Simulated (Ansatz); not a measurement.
A relaxed 1×1 slab of 3 planes, cut along (110) from a bcc crystal of one element, has a cell area of 5.67 Å² and a bulk spacing of 2.002 Å between its first planes. All-electron LAPW in Ansatz 0.2.0 (PBE, scalar-relativistic, ferromagnetic start) gives γ = 2.52 J/m², Φ = 4.83 eV and a change of the outer spacing of +0.8 %, with 2.63 μB on the outer atom. The bcc structure needn't be the element's own.

**Question.** Which element is it?

**Answer.** Fe. This is the case that was computed; others weren't tested.
